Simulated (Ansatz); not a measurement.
YSi: do energies and stresses tell the same story?

Theory: DFT r2SCAN, scalar-relativistic, plane waves, PAW (Ansatz 0.2.0).

Settings: cutoff 500 eV, Γ-centred mesh 10×10×12 on the computed 4-atom cell, Gaussian smearing of 0.10 eV; no spin polarisation.

Relaxed cell: Cmcm, a = 4.285 Å, b = 10.558 Å, c = 3.843 Å, α = 90.00°, β = 90.00°, γ = 90.00°, 4 atoms in the primitive cell. Whether it is the stable form of this composition wasn't checked.

Energies at zero smearing and pressures from the stress tensor, at volumes with shape and atoms relaxed:
| V (Å³/atom) | E − E(first) (meV/atom) | P (GPa) |
| --- | --- | --- |
| 20.430 | 0.00 | 6.53 |
| 21.082 | -19.22 | 3.01 |
| 21.734 | -25.19 | 0.00 |
| 22.386 | -19.78 | -2.59 |
| 23.038 | -4.62 | -4.80 |

Q: Check P = −dE/dV between neighbouring volumes, and get the bulk modulus from the pressures alone.

A: With 1 eV/Å³ = 160.2 GPa:
```
middle V (Å³/atom)  −ΔE/ΔV (GPa) mean P (GPa)
            20.756         4.723         4.770
            21.408         1.466         1.507
            22.060        -1.329        -1.293
            22.712        -3.725        -3.694
```

The two differ by 0.05 GPa at most. The mean of two end pressures misses the average over a step by about ΔV² P″/12, up to 0.04 GPa here; with that taken off 0.00 GPa remains. Around V = 21.734 Å³/atom, the two neighbours give B = −V ΔP/ΔV = 21.734 × 5.60 / 1.304 = 93.3 GPa, against B0 = 92.9 GPa from the Birch–Murnaghan fit of the energies.

Cost: 6 runs of about 18 core-minutes in all, on Intel Xeon Platinum 8375C (Ice Lake) (shared hosts).